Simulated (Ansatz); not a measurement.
# Rocksalt alloy of MgS and MgSe (6 of 32 S sites exchanged), 64 atoms

Ansatz, PAW, plane waves. PBEsol relaxation of volume and atoms (shape held) at the single k point (¼, ¼, ¼) without its symmetry partners; single points on the relaxed atoms at the single k point (¼, ¼, ¼) without its symmetry partners, onto which points of the small cell's zone fold. Arrangement: clustered. No spin–orbit coupling unless named.

Relaxed structure:

```cif
data_structure
_symmetry_space_group_name_H-M 'P 1'
_symmetry_Int_Tables_number 1
_cell_length_a 10.4693
_cell_length_b 10.4693
_cell_length_c 10.4693
_cell_angle_alpha 90.000
_cell_angle_beta 90.000
_cell_angle_gamma 90.000
_cell_volume 1147.50
loop_
_atom_site_label
_atom_site_type_symbol
_atom_site_fract_x
_atom_site_fract_y
_atom_site_fract_z
_atom_site_occupancy
Se1 Se 0.25020 0.99843 0.99997 1
Se2 Se 0.25085 0.50161 0.99938 1
Se3 Se 0.99757 0.24933 0.99933 1
Se4 Se 0.99868 0.50095 0.25101 1
Se5 Se 0.25077 0.24945 0.25161 1
Se6 Se 0.25017 0.25004 0.74837 1
S1 S 0.24973 0.99844 0.50007 1
S2 S 0.25055 0.50166 0.50077 1
S3 S 0.74877 0.99903 0.99997 1
S4 S 0.74948 0.99976 0.50007 1
S5 S 0.74821 0.50090 0.99920 1
S6 S 0.74884 0.50018 0.50085 1
S7 S 0.99785 0.24903 0.50078 1
S8 S 0.99793 0.75079 0.99918 1
S9 S 0.99945 0.75072 0.50080 1
S10 S 0.50308 0.24983 0.99982 1
S11 S 0.50127 0.24986 0.49990 1
S12 S 0.50119 0.74991 0.99987 1
S13 S 0.49970 0.74988 0.49990 1
S14 S 0.99775 0.99834 0.25163 1
S15 S 0.99778 0.99823 0.74830 1
S16 S 0.99794 0.50174 0.74843 1
S17 S 0.50122 0.99903 0.25082 1
S18 S 0.50123 0.99902 0.74903 1
S19 S 0.50126 0.50082 0.25076 1
S20 S 0.50138 0.50084 0.74895 1
S21 S 0.25046 0.75078 0.25162 1
S22 S 0.24973 0.75010 0.74837 1
S23 S 0.74807 0.24915 0.25104 1
S24 S 0.74886 0.24995 0.74918 1
S25 S 0.74873 0.75063 0.25011 1
S26 S 0.74945 0.74998 0.74981 1
Mg1 Mg 0.99306 0.99472 0.99841 1
Mg2 Mg 0.99827 0.99872 0.50096 1
Mg3 Mg 0.99294 0.50550 0.99417 1
Mg4 Mg 0.99829 0.50104 0.50501 1
Mg5 Mg 0.50569 0.99868 0.99955 1
Mg6 Mg 0.50098 0.99980 0.50011 1
Mg7 Mg 0.50570 0.50118 0.99851 1
Mg8 Mg 0.50108 0.50003 0.50101 1
Mg9 Mg 0.25644 0.25009 0.00008 1
Mg10 Mg 0.25092 0.25012 0.49995 1
Mg11 Mg 0.25080 0.74997 0.00003 1
Mg12 Mg 0.24982 0.75005 0.50000 1
Mg13 Mg 0.74515 0.24998 0.00029 1
Mg14 Mg 0.74846 0.24999 0.50012 1
Mg15 Mg 0.74838 0.74990 0.00001 1
Mg16 Mg 0.74939 0.74998 0.50000 1
Mg17 Mg 0.25088 0.99384 0.25642 1
Mg18 Mg 0.24957 0.99370 0.74365 1
Mg19 Mg 0.25553 0.50670 0.25668 1
Mg20 Mg 0.25097 0.50646 0.74376 1
Mg21 Mg 0.74839 0.99853 0.25131 1
Mg22 Mg 0.74929 0.99861 0.74868 1
Mg23 Mg 0.74476 0.50132 0.25153 1
Mg24 Mg 0.74865 0.50128 0.74875 1
Mg25 Mg 0.99284 0.24399 0.25546 1
Mg26 Mg 0.99309 0.24848 0.74475 1
Mg27 Mg 0.99819 0.75498 0.25124 1
Mg28 Mg 0.99825 0.75102 0.74883 1
Mg29 Mg 0.50558 0.24865 0.25106 1
Mg30 Mg 0.50577 0.24974 0.74870 1
Mg31 Mg 0.50095 0.75117 0.25004 1
Mg32 Mg 0.50093 0.75009 0.74965 1
```

What are the mean bond lengths by pair (pairs within 1.2 times the sum of covalent radii, less contacts 15 % beyond the pair's median; cation–cation pairs of compounds aside; long ionic contacts are cut short by that bound)?

Mg–S 2.606 ± 0.028 Å (standard deviation, 156 bonds); Mg–Se 2.666 ± 0.030 Å (standard deviation, 36 bonds).

What gap lies between the top filled and the lowest empty level in the single points?

HSE06 4.19 eV (28 s on NVIDIA GB300). Away from Γ this isn't the crystal's band gap.
